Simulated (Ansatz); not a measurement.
MgO in space group P4_2/mnm (No. 136; Mg on 4g, O on 4f), r²SCAN (plane waves, PAW; program Ansatz). The conduction-band minimum lies at Γ, with 1 equivalent valley. Second derivatives d²E/dk² of the lowest band at one valley (eV·Å²), along Cartesian directions:

```tsv
direction	d²E/dk²
[100]	20.58
[010]	20.58
[001]	19.64
[110]	20.58
[101]	20.11
[011]	20.11
```

Problem. Find the principal effective masses, the density-of-states mass and the conductivity mass.

Solution. Off-diagonal terms follow from H_xy = H[110] − (H_xx + H_yy)/2, and m*/mₑ = 7.620 eV·Å² over each eigenvalue: 0.37, 0.37, 0.39. One valley's DOS mass (m₁m₂m₃)^(1/3) = 0.38, conductivity mass 3/(Σ 1/mᵢ) = 0.38 mₑ.

Problem. What effective density of states Nc follows at 300 K for parabolic valleys?

Solution. Nc = 2.509e19 × 1 × (0.38)^(3/2) ≈ 5.9e18 cm⁻³.

The start of the workflow was typed in or built on a structure type; neither database checked (COD, Materials Project) lists it. It is not the phase usual at ambient conditions (space group No. 225). Symmetry was held in the r²SCAN relaxation; whether a distortion lowers the energy is not shown.

Potentials: the earlier of the program's two PAW sets.

Edges and masses are those of Kohn–Sham bands, whose gap is no quasiparticle gap.
